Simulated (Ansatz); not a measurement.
P2Pd:
```xyz
6
Lattice="3.4465 2.9325 0.0000 -3.4465 2.9325 0.0000 -3.0928 0.0000 5.0080" Properties=species:S:1:pos:R:3 pbc="T T T"
P     -3.1957     3.6603     1.6727
P      0.1029     2.2048     3.3353
P      1.6493     3.6603     0.8313
P     -4.7421     2.2048     4.1766
Pd    -3.2696     1.4663     2.5040
Pd     1.7232     1.4663     0.0000
```

DFT-r²SCAN in the program Ansatz with PAW potentials gives a gap of 0.55 eV without spin–orbit coupling, maximum off the standard path, at k = (0.180, 0.193, 0.010) in fractions of the reciprocal vectors, minimum off the standard path, at k = (0.264, -0.264, 0.336) in fractions of the reciprocal vectors.

Question: What happens when spin–orbit coupling is switched on?

Answer: The gap is nearly the same, to 0.55 eV; maximum off the standard path, at k = (0.172, 0.198, 0.021) in fractions of the reciprocal vectors, minimum off the standard path, at k = (0.264, -0.264, 0.337) in fractions of the reciprocal vectors.

Question: Give the electron effective mass with spin–orbit coupling.

Answer: 0.084, 0.26, 1.1 mₑ (principal values).

Question: Give the hole effective mass with spin–orbit coupling.

Answer: 0.48, 0.54, 26 mₑ (principal values).

Space group C2/c. The workflow started from a Materials Project entry (that database holds measured and hypothetical structures alike); the Crystallography Open Database copy checked does not list it. Whether it is the stable phase at ambient conditions was not checked. The cell was relaxed with r²SCAN under the symmetry of its start; its stability against distortions is not shown here. The run is not spin-polarised.

Potentials: the later of the program's two PAW sets.
